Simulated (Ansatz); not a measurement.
Relaxed Rb (bcc, W type):

```yaml
crystal:
  lattice:
    - [-5.67101, 5.67101, 5.67101]
    - [0.00000, 0.00000, 5.67101]
    - [0.00000, 5.67101, 0.00000]
  atoms:
    - { symbol: Rb, position: [0.00000, 0.00000, 0.00000] }
    - { symbol: Rb, position: [0.50000, 0.00000, 0.00000] }
```

The atoms are displaced by Q × the pattern below (from a DFPT mode at H = (0.5, 0.5, 0.5), largest move 1; Q in Å), at fixed cell. It is one choice among 3 degenerate patterns. (q is in reciprocal vectors of the primitive cell; the cell shown is doubled to hold the pattern.)

```tsv
atom	x	y	z
Rb1	0.000	0.000	-1.000
Rb2	0.000	0.000	1.000
```

The numbers are results of PBE (plane waves to 420 eV, PAW, scalar-relativistic; Ansatz, a quantum-chemistry and plane-wave program), not measurements. k mesh 12×12×12 (Γ-centred), Fermi-Dirac smearing 0.05 eV. Energies are smeared free energies. With partly filled bands, energies and forces of such displacements shift with the k mesh and the smearing. Rb was relaxed with its symmetry unable to fall. ΔE is measured from the undisplaced structure.

What ΔE (eV/cell) and −dE/dQ from forces (eV/Å) does the calculation give at Q (Å) = -0.150, -0.060, -0.030, 0.030, 0.060?


```json
[
 {"Q (Å)": "-0.150", "ΔE (eV/cell)": "0.0138", "−dE/dQ from forces (eV/Å)": "0.182"},
 {"Q (Å)": "-0.060", "ΔE (eV/cell)": "0.0022", "−dE/dQ from forces (eV/Å)": "0.074"},
 {"Q (Å)": "-0.030", "ΔE (eV/cell)": "0.0006", "−dE/dQ from forces (eV/Å)": "0.037"},
 {"Q (Å)": "0.030", "ΔE (eV/cell)": "0.0006", "−dE/dQ from forces (eV/Å)": "-0.037"},
 {"Q (Å)": "0.060", "ΔE (eV/cell)": "0.0022", "−dE/dQ from forces (eV/Å)": "-0.074"}
]
```

(A displaced cell: forces are minus the slopes of the energy, force constants its curvatures, and phonons follow from these.)
